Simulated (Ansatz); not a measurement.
**Data sheet: Ta₂AlB₂ (DFT)**

Ta₂AlB₂:
```cif
data_AlB2Ta2
_chemical_formula_sum 'Ta2 Al1 B2'
_space_group_name_H-M_alt 'P 1'
_space_group_IT_number 1
_cell_length_a 3.08833
_cell_length_b 3.08833
_cell_length_c 7.54879
_cell_angle_alpha 90.000
_cell_angle_beta 90.000
_cell_angle_gamma 120.000
loop_
_space_group_symop_operation_xyz
  'x, y, z'
loop_
_atom_site_label
_atom_site_type_symbol
_atom_site_fract_x
_atom_site_fract_y
_atom_site_fract_z
_atom_site_occupancy
Ta1 Ta 0.33333 0.66667 0.70768 1
Ta2 Ta 0.33333 0.66667 0.29232 1
Al1 Al 0.00000 0.00000 0.00000 1
B1 B 0.00000 0.00000 0.50000 1
B2 B 0.66667 0.33333 0.50000 1
```

Space group P-6m2 (No. 187); conventional cell a = b = 3.088 Å, c = 7.549 Å, α = β = 90.00°, γ = 120.00°.

Method: the program Ansatz at the r²SCAN level (PAW). The cell and atoms are relaxed at this level. Other levels are named where they apply.

**Cell and energy**

```
Quantity                                                       Value
-----------------------------------------------------  -------------
Volume per atom                                             12.47 Å³
Density                                                  10.93 g/cm³
Formation energy from the elements (no fitted shifts)  -0.63 eV/atom
```

**Electronic structure**

```
Property                                                                     Value
------------------------------------  --------------------------------------------
Electronic character                                             metallic (no gap)
Density of states at the Fermi level  0.29 states/eV per atom (mean over ±0.08 eV)
Gap with spin–orbit coupling                                       none (metallic)
```

**Mechanics**

```
Item                                  Value
----------------------------------  -------
Bulk modulus (Birch–Murnaghan fit)  207 GPa
Pressure derivative B′                  4.3
```

**Charges**

```
Property                                        Value
-------------  --------------------------------------
Bader charges  Ta +0.88, Al -0.07, B -0.85 to -0.83 e
```

The start of the workflow was typed in or built on a structure type; neither database checked (COD, Materials Project) lists it. Its standing as an ambient phase is unchecked. The r²SCAN relaxation kept the symmetry of its start; whether a distortion lowers the energy is not shown. No spin polarisation was allowed. The references are the lowest solids computed at this level, not always the standard phases. Scalar-relativistic: spin–orbit coupling is off unless named, which matters more the heavier the elements.

Potentials: the earlier of the program's two PAW sets. The files were generated under PBE; for other functionals the program regenerates the frozen cores, and for LDA and PBEsol the local potential too.
